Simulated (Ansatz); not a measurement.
This cell of CeO$_{2}$ (fluorite) is off equilibrium:

```xyz
3
Lattice="0.0000 2.7190 2.7190 2.7190 0.0000 2.7190 2.7190 2.7190 0.0000" Properties=species:S:1:pos:R:3 pbc="T T T"
Ce    -0.1920     0.0000     0.0000
O      1.3595     1.3595     1.3595
O      4.0784     4.0784     4.0784
```

Calculation: r2SCAN (plane waves to 500 eV, PAW, scalar-relativistic; Ansatz, a first-principles code). k mesh 9×9×9 (Γ-centred), Fermi-Dirac smearing 0.05 eV. Energies are smeared free energies. Compression counts positive. CeO2 is run without spin polarisation. CeO2 was relaxed with its symmetry unable to fall. The PAW data are Ansatz's earlier set. The filling of the f shell was not checked against other fillings, so treat energies with care.

### Question
What forces act on the atoms (eV/Å, Cartesian)?

### Answer
| atom | Fx | Fy | Fz |
|---|---|---|---|
| Ce1 | 1.362 | 0.000 | 0.000 |
| O2 | -0.681 | 0.000 | 0.000 |
| O3 | -0.681 | 0.000 | 0.000 |

### Question
What is the stress tensor (GPa)?

### Answer
```
   2.06     0.00     0.00
   0.00     2.99     0.00
   0.00     0.00     2.99
```
The pressure, a third of the trace, is 2.68 GPa.

### Question
In it atom 1 sits (-0.192, 0.000, 0.000) Å away from its relaxed site. What is its energy relative to the relaxed cell?

### Answer
128.8 meV/cell.

(For displaced atoms, the force is minus the slope of the energy, and its curvature is a force constant, which sets phonon frequencies.)
